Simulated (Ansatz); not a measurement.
BeTe (zinc blende, space group No. 216), DFT-LDA in the program Ansatz with PAW potentials. The conduction-band minimum lies at X, with 3 equivalent valleys. Second derivatives d²E/dk² of the lowest band at one valley (eV·Å²), along Cartesian directions:

| direction | d²E/dk² |
|---|---|
| [100] | 5.736 |
| [010] | 31.04 |
| [001] | 31.04 |
| [110] | 18.39 |
| [101] | 18.39 |
| [011] | 30.96 |

Question: Find the principal effective masses, the density-of-states mass and the conductivity mass.

Answer: Off-diagonal terms follow from H_xy = H[110] − (H_xx + H_yy)/2, and m*/mₑ = 7.620 eV·Å² over each eigenvalue: 0.24, 0.25, 1.3. One valley's DOS mass (m₁m₂m₃)^(1/3) = 0.43, conductivity mass 3/(Σ 1/mᵢ) = 0.34 mₑ.

Question: What effective density of states Nc follows at 300 K for parabolic valleys?

Answer: Nc = 2.509e19 × 3 × (0.43)^(3/2) ≈ 2.1e19 cm⁻³.

Space group F-43m (zinc blende). Symmetry was held in the LDA relaxation; of distortions, only those at the zone centre were tested. Spin–orbit coupling is left out wherever it is not named.

Potentials: the later of the program's two PAW sets.

Edges and masses are those of Kohn–Sham bands, whose gap is no quasiparticle gap.
